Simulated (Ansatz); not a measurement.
# LaPb₃ squeezed and stretched

A database entry relaxed whole under r2SCAN (Pm-3m):

```
La Pb
1.0
     4.94977    0.00000    0.00000
     0.00000    4.94977    0.00000
     0.00000    0.00000    4.94977
La Pb
1 3
Direct
  0.00000 0.00000 0.00000
  0.00000 0.50000 0.50000
  0.50000 0.00000 0.50000
  0.50000 0.50000 0.00000
```

The cell was scaled uniformly, its shape held, and the atoms relaxed at each volume with plane-wave PAW DFT (Ansatz 0.2.0; r2SCAN, 500 eV, 7×7×7 Γ-centred mesh, fermi-dirac occupations of width 0.100 eV; no spin, no spin-orbit coupling). One row is withheld.

| volume (Å³/atom) | energy over the lowest (meV/atom) | pressure (GPa) |
| --- | --- | --- |
| 28.499 | 18.9 | 3.65 |
| 29.105 | ? | ? |
| 29.711 | 1.7 | 1.05 |
| 30.318 | 0.0 | -0.05 |
| 30.924 | 2.2 | -1.03 |
| 31.530 | 7.9 | -1.90 |
| 32.137 | 16.8 | -2.69 |

Task: Fit the pressures of the other rows to the third-order Birch-Murnaghan form.

Result: With f = [(V₀/V)^(2/3) − 1]/2 and P = 3B₀f(1 + 2f)^(5/2)[1 + 3(B₀′ − 4)f/2], least squares gives V₀ = 30.29 Å³ an atom, B₀ = 52 GPa and B₀′ = 4.6; the rows miss the fit by less than 0.01 GPa. The slope of the energies differs from these pressures by less than 0.05 GPa.

Task: What does the withheld row hold?

Result: The fit gives 2.28 GPa at 29.105 Å³; the run gave 2.28 GPa and 7.9 meV an atom.

Caveats: the shape of the cell was held; 0 K, fixed nuclei; the symmetry was kept, and this need not be the phase that is stable at 0 K; one mesh for all volumes; pressure is positive in compression.
